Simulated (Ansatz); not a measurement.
I:
```xyz
4
Lattice="3.6725 -2.2439 0.0000 3.6725 2.2439 0.0000 0.0000 0.0000 9.6421" Properties=species:S:1:pos:R:3 pbc="T T T"
I      3.6725    -1.4746     1.1804
I      3.6725     1.4746     8.4617
I      3.6725     0.7693     3.6406
I      3.6725    -0.7693     6.0015
```

Relaxed with PBE+D3(BJ). Special points in fractions of this cell's reciprocal vectors: Γ (0.000, 0.000, 0.000); Y (0.500, 0.500, 0.000); F0 (0.343, 0.657, 0.000); Δ0 (-0.343, 0.343, 0.000); Z (0.000, 0.000, 0.500); B0 (-0.343, 0.343, 0.500); G0 (0.343, 0.657, 0.500); T (0.500, 0.500, 0.500); S (0.000, 0.500, 0.000); R (0.000, 0.500, 0.500).

Q: List the band energies nearest the valence-band maximum at these points for DFT-PBE+D3(BJ) in the program Ansatz with PAW potentials.

A: In eV from the valence-band maximum; about four levels below and three above (degenerate sets whole), none deeper than 8.9 eV; points with the same levels are listed once.

```json
[
 {"k": "Γ", "below": "-0.94 -0.83 -0.40 -0.04", "above": "1.12 1.89 4.79"},
 {"k": "Y", "below": "-1.80 -1.63 -1.07 -0.49", "above": "0.92 1.57 4.64"},
 {"k": "F0", "below": "-1.96 -1.14 -1.03 -0.45", "above": "1.59 1.70 6.36"},
 {"k": "Z", "below": "-0.82 -0.82 -0.18 -0.18", "above": "1.20 1.20 5.61 5.61"},
 {"k": "B0", "below": "-1.04 -1.04 -0.64 -0.64", "above": "1.50 1.50 6.72 6.72"},
 {"k": "T", "below": "-1.26 -1.26 -1.18 -1.18", "above": "0.97 0.97 5.68 5.68"},
 {"k": "S", "below": "-1.59 -1.59 -0.83 -0.83", "above": "2.16 2.16 5.19 5.19"},
 {"k": "R", "below": "-1.03 -1.03 0.00 0.00", "above": "1.22 1.22 5.65 5.65"}
]
```

Space group Cmce (molecular I2 type). The cell was relaxed with PBE+D3(BJ) under the symmetry of its start. Spin–orbit coupling is left out wherever it is not named.

Potentials: the earlier of the program's two PAW sets.
